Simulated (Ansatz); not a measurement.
Data:

Ni$_{3}$O$_{4}$:
```
CELL_PARAMETERS angstrom
      0.00000     4.05749     4.05749
      4.05749     0.00000     4.05749
      4.05749     4.05749     0.00000
ATOMIC_POSITIONS crystal
  Ni 0.12500 0.12500 0.62500
  Ni 0.12500 0.62500 0.12500
  Ni 0.12500 0.12500 0.12500
  Ni 0.62500 0.12500 0.12500
  Ni 0.75000 0.75000 0.75000
  Ni 0.50000 0.50000 0.50000
  O  0.36671 0.36671 0.36671
  O  0.35014 0.88329 0.88329
  O  0.36671 0.36671 0.89986
  O  0.88329 0.35014 0.88329
  O  0.89986 0.36671 0.36671
  O  0.88329 0.88329 0.88329
  O  0.36671 0.89986 0.36671
  O  0.88329 0.88329 0.35014
```
The run is spin-polarised.

This is the r²SCAN-relaxed structure.

Task: All from r²SCAN in the plane-wave PAW code Ansatz, unless another level is named. Give the magnetic order.

Result: antiferromagnetic.

Task: And the Bader charges?

Result: Ni +1.39 to +1.40, O -1.05 e.

Space group Fd-3m. The start of the workflow was typed in or built on a structure type; neither database checked (COD, Materials Project) lists it. Its standing as an ambient phase is unchecked. Symmetry was held in the r²SCAN relaxation, as lowered by the spin order; its stability against distortions is not shown here. Magnetic state: antiferromagnetic, chosen from 3 collinear starts compared on coarse meshes (ties went to the first, and starts can fall back to one state), not a proven ground state. Other orbital occupations within this spin state were not tried. No Hubbard U is applied.

Potentials: the earlier of the program's two PAW sets. The files were generated under PBE; for other functionals the program regenerates the frozen cores, and for LDA and PBEsol the local potential too.
